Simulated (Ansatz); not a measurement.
The calculation used DFT PBE, scalar-relativistic, plane waves, PAW (Ansatz 0.2.0). All cells share a 420 eV cutoff and Γ-centred k meshes spaced at most about 0.3 Å⁻¹ (about 0.25 or finer for metals, 2π included). Collinear spin in cells that started with moments and kept them past the coarse steps, no spin elsewhere.

Temperature and zero-point effects are left out. All come from trial cells, and lower structures may exist.

Task: These unrelaxed guesses for PdPt₂ are each relaxed within their symmetry. Order them by the energy at which they end, lowest first.
A.

```
CELL_PARAMETERS angstrom
0.00000 3.61062 3.61062
3.61062 0.00000 3.61062
3.61062 3.61062 0.00000
ATOMIC_POSITIONS crystal
Pd 0.50000 0.50000 0.50000
Pd 0.75000 0.75000 0.75000
Pt 0.62500 0.12500 0.12500
Pt 0.12500 0.12500 0.12500
Pt 0.12500 0.12500 0.62500
Pt 0.12500 0.62500 0.12500
```

B.

```
CELL_PARAMETERS angstrom
4.35706 0.00000 0.00000
-2.17853 3.77333 0.00000
0.00000 0.00000 2.56907
ATOMIC_POSITIONS crystal
Pd 0.00000 0.00000 0.00000
Pt 0.33333 0.66667 0.50000
Pt 0.66667 0.33333 0.50000
```

C.

```
CELL_PARAMETERS angstrom
0.00000 2.94306 2.94306
2.94306 0.00000 2.94306
2.94306 2.94306 0.00000
ATOMIC_POSITIONS crystal
Pd 0.00000 0.00000 0.00000
Pt 0.25000 0.25000 0.25000
Pt 0.75000 0.75000 0.75000
```

D.

```
CELL_PARAMETERS angstrom
2.77548 0.00000 0.00000
0.00000 2.77548 0.00000
0.00000 0.00000 5.72651
ATOMIC_POSITIONS crystal
Pd 0.00000 0.00000 0.00000
Pt 0.50000 0.50000 0.29500
Pt 0.50000 0.50000 0.70500
```

Result: B (ends in P6/mmm, 0 meV/atom), D (ends in P4/mmm, 58 meV/atom), A (ends in Fd-3m, cubic Laves (C15) type, 99 meV/atom), C (ends in Fm-3m, fluorite type, 0.42 eV/atom). Even the lowest end lies +0.08 eV/atom against the elements.

Spin–orbit coupling, which can matter for Pt, is left out. A magnetic state wasn't ruled out in cells without spin, among them P6/mmm. Cells relaxed within their symmetry can be saddle points. Some types were kept out of the candidates beforehand, so the set may lack a known form.
